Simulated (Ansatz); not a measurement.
Input:

TaSnS:
Space group P4/nmm, origin choice 1 (No. 129); a = b = 3.818 Å, c = 7.635 Å, α = β = γ = 90.00°

| atom | site | symmetry | x | y | z |
|---|---|---|---|---|---|
| Ta | 2c | 4mm | 0.5000 | 0.0000 | 0.2922 |
| Sn | 2a | -4m2 | 0.0000 | 0.0000 | 0.0000 |
| S | 2c | 4mm | 0.0000 | 0.5000 | 0.3779 |

This is the PBEsol-relaxed structure.

### Question
All from plane-wave PAW PBEsol (Ansatz code), unless another level is named. Give the highest zone-centre frequency.

### Answer
323 cm^-1.

### Question
Predict the bulk modulus (Birch–Murnaghan fit).

### Answer
128 GPa.

The start of the workflow was typed in or built on a structure type; neither database checked (COD, Materials Project) lists it. Whether it is the stable phase at ambient conditions was not checked. The cell was relaxed with PBEsol under the symmetry of its start. At this level the phase is dynamically unstable (imaginary phonons). The run is not spin-polarised. The volume moved by -21 % from the start of the relaxation. As this level gives no gap, phonon frequencies hold no LO–TO term and depend on the k-mesh and smearing (Fermi–Dirac, 0.1 eV here). Scalar-relativistic: spin–orbit coupling is off unless named, which matters more the heavier the elements.

Potentials: the earlier of the program's two PAW sets. The files were generated under PBE; for other functionals the program regenerates the frozen cores, and for LDA and PBEsol the local potential too.
